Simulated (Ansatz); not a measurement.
Crystals of one structure type (zinc blende) and one family of elements, relaxed and computed with the program Ansatz at the LDA level (PAW).

```json
[
 {"crystal": "BN", "V (Å³/atom)": "5.73", "K_Hill (GPa)": "401"},
 {"crystal": "AlN", "V (Å³/atom)": "10.23", "K_Hill (GPa)": "210"},
 {"crystal": "BP", "V (Å³/atom)": "11.32", "K_Hill (GPa)": "176"},
 {"crystal": "BAs", "V (Å³/atom)": "13.24", "K_Hill (GPa)": "147"},
 {"crystal": "GaP", "V (Å³/atom)": "19.59", "K_Hill (GPa)": "?"},
 {"crystal": "AlAs", "V (Å³/atom)": "22.29", "K_Hill (GPa)": "75.5"},
 {"crystal": "InP", "V (Å³/atom)": "24.72", "K_Hill (GPa)": "71.3"}
]
```

Q: Fit a straight line to ln K against ln V and predict the withheld value.

A: Least squares on the 6 shown rows: ln K = -1.21 × ln V + (8.120), with a scatter of 2.8 %. For GaP this gives 91.9. The run itself gave 90.2, a miss of 1.9 % of that.

All cells were relaxed under the symmetry of their starts (and spin orders); stability against distortions was not tested throughout. Scalar-relativistic: spin–orbit coupling is off unless named, which matters more the heavier the elements.

Potentials: the earlier of the program's two PAW sets. The files were generated under PBE; for other functionals the program regenerates the frozen cores, and for LDA and PBEsol the local potential too.
